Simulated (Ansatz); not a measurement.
Q: Each is relaxed and computed with r²SCAN (plane waves, PAW; program Ansatz). Which is the only one with a gap?
(A) CeSi3Os, I4mm (Ce on 2a, Si on 2a, Si on 4b, Os on 2a)
(B) LaAl2Ge2, P-3m1 (Ge on 2d, Al on 2d, La on 1a)
(C) YAl2Ge2, P-3m1 (Y on 1a, Al on 2d, Ge on 2d)
(D) Ce2SeN2, P-3m1 (Ce on 2d, Se on 1a, N on 2d)

A: D, Ce2SeN2, P-3m1 (Ce on 2d, Se on 1a, N on 2d). Ce2SeN2: gap 1.10 eV (indirect); LaAl2Ge2: metal; YAl2Ge2: metal; CeSi3Os: metal. Caveat: open 4f shells can settle in a state that is not the lowest. Spin orders computed, not proven ground states: CeSi3Os, I4mm (Ce on 2a, Si on 2a, Si on 4b, Os on 2a) ferromagnetic. Standing as an ambient phase not checked: Ce2SeN2, P-3m1 (Ce on 2d, Se on 1a, N on 2d); LaAl2Ge2, P-3m1 (Ge on 2d, Al on 2d, La on 1a); YAl2Ge2, P-3m1 (Y on 1a, Al on 2d, Ge on 2d); CeSi3Os, I4mm (Ce on 2a, Si on 2a, Si on 4b, Os on 2a). All cells were relaxed under the symmetry of their starts (and spin orders); stability against distortions was not tested throughout. Rows with no word on spin ran without spin polarisation. No Hubbard U is applied. Scalar-relativistic: spin–orbit coupling is off unless named, which matters more the heavier the elements.

Potentials: the later of the program's two PAW sets.
